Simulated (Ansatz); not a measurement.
TiGe:
```xyz
4
Lattice="-1.6491 1.6491 6.6245 1.6491 -1.6491 6.6245 1.6491 1.6491 -6.6245" Properties=species:S:1:pos:R:3 pbc="T T T"
Ti     0.0000     0.0000     0.1040
Ti     0.0000     1.6491     3.4163
Ge     0.0000     0.0000     5.4075
Ge     1.6491     0.0000     2.0953
```

Relaxed with PBE. Special points in fractions of this cell's reciprocal vectors: Γ (0.000, 0.000, 0.000); X (0.000, 0.000, 0.500); P (0.250, 0.250, 0.250); N (0.000, 0.500, 0.000); M (0.500, 0.500, -0.500); S (0.265, 0.735, -0.265); S0 (-0.265, 0.265, 0.265); R (-0.031, 0.031, 0.500); G (0.500, 0.500, -0.031).

**Question.** List the band energies nearest the Fermi level at these points for DFT-PBE in the program Ansatz with PAW potentials.

**Answer.** In eV from the Fermi level; about four levels below and three above (degenerate sets whole), none deeper than 8.9 eV; points with the same levels are listed once.

```json
[
 {"k": "Γ", "below": "-4.91 -1.32 -0.66 -0.51", "above": "0.06 0.06 0.46 0.46"},
 {"k": "X", "below": "-2.92 -2.92 -1.37 -1.37", "above": "0.21 0.21 2.16 2.16"},
 {"k": "P", "below": "-2.90 -2.90 -1.39 -1.39", "above": "0.27 0.27 2.01 2.01"},
 {"k": "N", "below": "-1.83 -1.09 -0.48 -0.11", "above": "0.38 0.64 1.11"},
 {"k": "M", "below": "-0.79 -0.79 -0.34 -0.34", "above": "1.49 1.49 1.84 1.84"},
 {"k": "S", "below": "-1.86 -0.94 -0.63 -0.10", "above": "0.39 0.68 1.04"},
 {"k": "R", "below": "-2.87 -2.87 -1.37 -1.37", "above": "0.22 0.22 2.10 2.10"}
]
```

Space group I4_1md. The cell is a constructed one: a structure type filled with these elements; neither database checked (COD, Materials Project) lists it. Its standing as an ambient phase is unchecked. Symmetry was held in the PBE relaxation; its stability against distortions is not shown here. No spin polarisation was allowed. Spin–orbit coupling is left out wherever it is not named.

Potentials: the later of the program's two PAW sets.
